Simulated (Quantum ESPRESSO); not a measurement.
# Sn3Ti2W2Ta: input and log of a self-consistent run

Computed values, not a measurement. The program is pw.x of Quantum ESPRESSO 7.5 (plane-wave density functional theory). The cell is made up: eight metal atoms on a hexagonal close-packed lattice, with elements, volume, strain and displacements drawn at random and not relaxed, so it may be unstable or far from any real phase. PseudoDojo standard norm-conserving files set the functional (PBE unless stated); there is no spin polarisation or spin-orbit coupling, the Fermi-Dirac width of 0.25 eV means electrons at about 2900 K, and the masses in the input are unused placeholders. The tin pseudopotential is less sure than most, with forces differing by about three percent from a second method on plain tin. Heavy elements are run without spin-orbit coupling, which real alloys of them have. A spin test at this wide smearing found no moment, but such smearing suppresses magnetism that the real alloy may have.

Input:

```
&control calculation='scf', pseudo_dir='./dojo.nc.sr.pbe.v0_5.standard.upf', outdir='./o', disk_io='medium', tprnfor=.true., tstress=.true. /
&system ibrav=0, nat=8, ntyp=4, nbnd=68, ecutwfc=84.00895049, nosym=.true., tot_charge=0,
 occupations='smearing', smearing='fd', degauss=0.0183746611
/
&electrons conv_thr=1.470e-08, electron_maxstep=70, mixing_beta=0.5 /
ATOMIC_SPECIES
Sn 1.0 Sn.upf
Ta 1.0 Ta.upf
Ti 1.0 Ti.upf
W 1.0 W.upf
CELL_PARAMETERS angstrom
-0.0087 0.0341 -4.8868
0.0269 5.1255 -0.0364
6.023 0.0311 0.0107
ATOMIC_POSITIONS angstrom
Sn 0.1351 -0.0235 0.0058
Sn 3.0397 0.0505 0.0732
Ti 1.5666 2.6217 0.1999
Ti 4.4004 2.4335 -0.0851
W 0.0951 1.7391 -2.486
Sn 3.0479 1.73 -2.5117
W 1.6539 4.3548 -2.5691
Ta 4.464 4.4498 -2.4558
K_POINTS automatic
5 5 4 1 1 1
```

The log is shortened where brackets say so; the opening notice, blank lines, dates and the lines on written files are dropped, and the path of the files is cut. It prints rydbergs, bohrs and kilobars, and counts compression as positive stress. Its total energy is the free energy E - TS of the whole cell.

```
     Program PWSCF v.7.5
     Parallel version (MPI & OpenMP), running on       1 processor cores
     Number of MPI processes:                 1
     Threads/MPI process:                     1
     [start-up lines left out]
     bravais-lattice index     =            0
     lattice parameter (alat)  =       9.2350  a.u.
     unit-cell volume          =    1017.9713 (a.u.)^3
     number of atoms/cell      =            8
     number of atomic types    =            4
     number of electrons       =       107.00
     number of Kohn-Sham states=           68
     kinetic-energy cutoff     =      84.0090  Ry
     charge density cutoff     =     336.0358  Ry
     scf convergence threshold =      1.5E-08
     mixing beta               =       0.5000
     number of iterations used =            8  plain     mixing
     Exchange-correlation= PBE
                           (   1   4   3   4   0   0   0)
     [axes and pseudopotential details left out]
   Cartesian axes
     site n.     atom                  positions (alat units)
         1        Sn     tau(   1) = (   0.0276452  -0.0048087   0.0011868  )
         2        Sn     tau(   2) = (   0.6220065   0.0103337   0.0149787  )
         3        Ti     tau(   3) = (   0.3205696   0.5364721   0.0409051  )
         4        Ti     tau(   4) = (   0.9004432   0.4979612  -0.0174138  )
         5        W      tau(   5) = (   0.0194601   0.3558678  -0.5087042  )
         6        Sn     tau(   6) = (   0.6236844   0.3540057  -0.5139631  )
         7        W      tau(   7) = (   0.3384336   0.8911122  -0.5257087  )
         8        Ta     tau(   8) = (   0.9134575   0.9105518  -0.5025244  )
     number of k points=    50  Fermi-Dirac smearing, width (Ry)=  0.0184
                       cart. coord. in units 2pi/alat
        k(    1) = (   0.1011131   0.0941079  -0.0995259), wk =   0.0400000
        k(    2) = (   0.3039636   0.0930407  -0.0998945), wk =   0.0400000
     [further k points left out]
     Dense  grid:   105907 G-vectors     FFT dimensions: (  54,  60,  72)
     Estimated max dynamical RAM per process >     191.15 MB
     Initial potential from superposition of free atoms
     starting charge     106.9903, renormalised to     107.0000
     Starting wfcs are   77 randomized atomic wfcs
     total cpu time spent up to now is       28.1 secs
     per-process dynamical memory:   108.9 Mb
     Self-consistent Calculation
     iteration #  1     ecut=    84.01 Ry     beta= 0.50
     Davidson diagonalization with overlap
     ethr =  1.00E-02,  avg # of iterations =  2.0
     Threshold (ethr) on eigenvalues was too large:
     Diagonalizing with lowered threshold
     Davidson diagonalization with overlap
     ethr =  4.15E-04,  avg # of iterations =  3.7
     total cpu time spent up to now is      169.7 secs
     total energy              =   -1143.56445023 Ry
     estimated scf accuracy    <       0.45850746 Ry
     iteration #  2     ecut=    84.01 Ry     beta= 0.50
     Davidson diagonalization with overlap
     ethr =  4.29E-04,  avg # of iterations =  7.3
     total cpu time spent up to now is      261.2 secs
     total energy              =   -1143.40427818 Ry
     estimated scf accuracy    <       3.49956790 Ry
     iteration #  3     ecut=    84.01 Ry     beta= 0.50
     Davidson diagonalization with overlap
     ethr =  4.29E-04,  avg # of iterations =  7.1
     total cpu time spent up to now is      348.5 secs
     total energy              =   -1143.72988640 Ry
     estimated scf accuracy    <       0.10760408 Ry
     iteration #  4     ecut=    84.01 Ry     beta= 0.50
     Davidson diagonalization with overlap
     ethr =  1.01E-04,  avg # of iterations =  3.3
     total cpu time spent up to now is      416.0 secs
     total energy              =   -1143.72523414 Ry
     estimated scf accuracy    <       0.15358786 Ry
     iteration #  5     ecut=    84.01 Ry     beta= 0.50
     Davidson diagonalization with overlap
     ethr =  1.01E-04,  avg # of iterations =  2.1
     total cpu time spent up to now is      489.2 secs
     total energy              =   -1143.73553107 Ry
     estimated scf accuracy    <       0.16787194 Ry
     [iterations 6 to 11 left out]
     iteration # 12     ecut=    84.01 Ry     beta= 0.50
     Davidson diagonalization with overlap
     ethr =  2.20E-09,  avg # of iterations =  3.3
     total cpu time spent up to now is     1020.1 secs
     total energy              =   -1143.74872631 Ry
     estimated scf accuracy    <       0.00000105 Ry
     iteration # 13     ecut=    84.01 Ry     beta= 0.50
     Davidson diagonalization with overlap
     ethr =  9.85E-10,  avg # of iterations =  2.1
     total cpu time spent up to now is     1098.9 secs
     total energy              =   -1143.74872639 Ry
     estimated scf accuracy    <       0.00000033 Ry
     iteration # 14     ecut=    84.01 Ry     beta= 0.50
     Davidson diagonalization with overlap
     ethr =  3.09E-10,  avg # of iterations =  2.1
     total cpu time spent up to now is     1180.1 secs
     total energy              =   -1143.74872644 Ry
     estimated scf accuracy    <       0.00000002 Ry
     iteration # 15     ecut=    84.01 Ry     beta= 0.50
     Davidson diagonalization with overlap
     ethr =  1.94E-11,  avg # of iterations =  6.0
     total cpu time spent up to now is     1263.9 secs
     total energy              =   -1143.74872644 Ry
     estimated scf accuracy    <       0.00000002 Ry
     iteration # 16     ecut=    84.01 Ry     beta= 0.50
     Davidson diagonalization with overlap
     ethr =  1.53E-11,  avg # of iterations =  2.0
     total cpu time spent up to now is     1325.1 secs
     End of self-consistent calculation
     [lines on levels left out]
!    total energy              =   -1143.74872643 Ry
     estimated scf accuracy    <          9.1E-09 Ry
     smearing contrib. (-TS)   =      -0.11405676 Ry
     internal energy E=F+TS    =   -1143.63466967 Ry
     The total energy is F=E-TS. E is the sum of the following terms:
     one-electron contribution =    -252.71625122 Ry
     hartree contribution      =     189.98763732 Ry
     xc contribution           =    -263.38029062 Ry
     ewald contribution        =    -817.52576515 Ry
     convergence has been achieved in  16 iterations
     Forces acting on atoms (cartesian axes, Ry/au):
     atom    1 type  1   force =    -0.03139249    0.01368310   -0.01828299
     atom    2 type  1   force =     0.00886190   -0.06525279   -0.05942212
     atom    3 type  3   force =    -0.03440537    0.00174783   -0.04103834
     atom    4 type  3   force =     0.06418557    0.03470139    0.00011805
     atom    5 type  4   force =    -0.02275593    0.01822935    0.01156307
     atom    6 type  1   force =    -0.00473822    0.08641654    0.04837027
     atom    7 type  4   force =    -0.03724534   -0.02447939    0.04468229
     atom    8 type  2   force =     0.05748988   -0.06504603    0.01400976
     Total force =     0.200246     Total SCF correction =     0.000352
     Computing stress (Cartesian axis) and pressure
          total   stress  (Ry/bohr**3)                   (kbar)     P=        8.04
  -0.00007649   0.00001242   0.00008004          -11.25        1.83       11.77
   0.00001242  -0.00004914   0.00002895            1.83       -7.23        4.26
   0.00008004   0.00002895   0.00028952           11.77        4.26       42.59
     init_run     :     26.35s CPU     27.96s WALL (       1 calls)
     electrons    :   1211.44s CPU   1297.03s WALL (       1 calls)
     forces       :     13.67s CPU     13.80s WALL (       1 calls)
     stress       :     43.71s CPU     45.15s WALL (       1 calls)
     [timing details left out]
     PWSCF        :  21m35.53s CPU  23m 5.20s WALL
     JOB DONE.
```

In other units: free energy -15561.494 eV for the cell, pressure 0.80 GPa, largest force component 2.222 eV/Å in size. The run took 1386 s of wall time with one process on a shared machine (AMD EPYC, Zen 5, virtual cores), so the time is rough. A rerun of this cell at a higher cutoff and on a denser mesh moved values by no more than 0.003 eV in energy, 0.04 GPa in stress and 0.008 eV/Å in force, and a second program with other atomic files agreed on that cell to 2 % rms in force and 0.5 GPa in pressure.